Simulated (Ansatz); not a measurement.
Below is a relaxed structure of Ga3AsP2. The cell was found from a structure generator's guess, not taken from experiment.

Theory: DFT PBE, scalar-relativistic, plane waves, PAW (Ansatz 0.2.0). Cutoff 420 eV, Γ-centred mesh, Gaussian smearing, no spin polarisation.

```yaml
crystal:
  lattice:
    - [-1.97353, 1.97353, 8.38292]
    - [1.97353, -1.97353, 8.38292]
    - [1.97353, 1.97353, -8.38292]
  atoms:
    - { symbol: Ga, position: [0.00000, 0.00000, 0.00000] }
    - { symbol: Ga, position: [0.66253, 0.66253, 0.00000] }
    - { symbol: Ga, position: [0.33747, 0.33747, 0.00000] }
    - { symbol: P, position: [0.58130, 0.08130, 0.50000] }
    - { symbol: P, position: [0.91870, 0.41870, 0.50000] }
    - { symbol: As, position: [0.25000, 0.75000, 0.50000] }
```

Energies over the elements count from the elements' standard structures at the same level, with no fitted energy shifts. The references include black phosphorus.

Problem. Find its symmetry and describe it.

Solution. I-4m2 (No. 119), with P and As ordered on zinc blende sites. Conventional cell: a = 3.947 Å, c = 16.766 Å. Ga on a site of symmetry -4m2 is surrounded by 4 P at 2.40 Å; Ga on a site of symmetry 2mm has 2 P at 2.40 Å and 2 As at 2.46 Å; P has 4 Ga at 2.40 Å; around As lie 4 Ga at 2.46 Å.

Problem. What is its formation energy per atom?

Solution. −0.398 eV/atom. Whether it is stable depends on the other phases of the system, which aren't compared here.

Problem. Is it a metal?

Solution. No, the gap on the 10×10×10 mesh is 1.04 eV.

The last run used a 10×10×10 mesh for its 6-atom cell and Gaussian smearing of 0.02 eV. Kohn–Sham gaps at this level usually fall short of measured ones. The reference forms of As and P are held partly by dispersion forces, which this level lacks. A structure relaxed within its symmetry needn't be a true minimum.
